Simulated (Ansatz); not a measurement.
Ni: converged, but where?

Ni is taken as an experimental structure (space group Fm-3m, primitive cell doubled), 2 atoms in the cell. Source: COD entry 9012965; it may be a high-temperature, high-pressure or metastable form.

All numbers below come from DFT, PBE, PAW, plane waves, scalar-relativistic in Ansatz development build ahead of 0.2.0.

```yaml
crystal:
  lattice:
    - [-1.7585, -3.517, -1.7585]
    - [-1.7585, 0.0, -1.7585]
    - [1.7585, 0.0, -1.7585]
  atoms:
    - { symbol: Ni, position: [0.0, 0.0, 0.0], spin: 0.8 }
    - { symbol: Ni, position: [0.5, 0.0, 0.5], spin: -0.8 }
magnetization:
  spin_polarized: true
hamiltonian:
  xc: pbe
  pseudopotentials: { kind: paw }
basis:
  ecutwfc: 420
kpoints:
  mp_grid: { grid: [8, 13, 11] }
scf:
  occupations: { method: fermi_dirac, width: 0.05 }
  lower_state_search: "off"
output:
  forces: true
  stress: true
```

Time: 20 s on 2 threads of Arm Neoverse N1 (shared host), peak memory 0.46 GiB.

The end of the output:

```
SCF converged after 21 iterations
Magnetization: 0.0000 μB (18.0000 up, 18.0000 down)
Absolute magnetization: 0.2026 μB (∫|ρ↑−ρ↓|, with the PAW one-centre terms)
Spin contamination: 0.0457 ħ² per cell (⟨S²⟩ above its minimum at these occupations)
Per-site moments (μB) at R_I (Å): [(0.0998, 1.0258), (-0.0998, 1.0258)]
Free energy (F): -11679.348535 eV
Harris-Foulkes:  -11679.348535 eV  (|F-HF|=2.20e-10)
Internal energy: -11679.291491 eV  (E = F + TS)
E sigma→0 (E₀):  -11679.320013 eV
Entropy (-TS):   -0.057044 eV (-28.522 meV/atom)
Fermi energy:    17.999340 eV
--- Forces (eV/Å), atoms counted from 1 ---
  atom   1  Ni     0.00000000     0.00000000     0.00000000
  atom   2  Ni     0.00000000     0.00000000    -0.00000000
--- Stress (GPa, compression-positive) ---
       -0.688839      -0.004794      -0.113171
       -0.004794      -0.851691      -0.004794
       -0.113171      -0.004794      -0.688839
  P = ⅓ Tr σ = -0.7431 GPa (-7.431 kbar)
```

The mesh has less symmetry than the lattice, which lowers the symmetry of the run.

A small moment in a metal is sensitive to the mesh and the smearing.

Site moments are taken inside atomic spheres and don't add up to the total.

**Question.** Would you trust this as the ground state? If a lower solution is known, describe it.

**Answer.** No. A state 54.1 meV/atom (0.108 eV per cell) lower exists in this cell: ferromagnetic, site moments Ni1 0.67, Ni2 0.67 μB, total 1.25 μB per cell, no gap on the k-mesh. It was reached from: parallel moments, default search for lower states [Ni1 2.00, Ni2 2.00 μB]; opposed moments +-, default search for lower states [Ni1 2.00, Ni2 -2.00 μB]. The wrong state matters: the pressure is 0.2 GPa there against -0.7 GPa here. This multiple of the primitive cell fits some opposed orders; other multiples fit others. Orders that need a larger cell or non-collinear spins weren't tried.
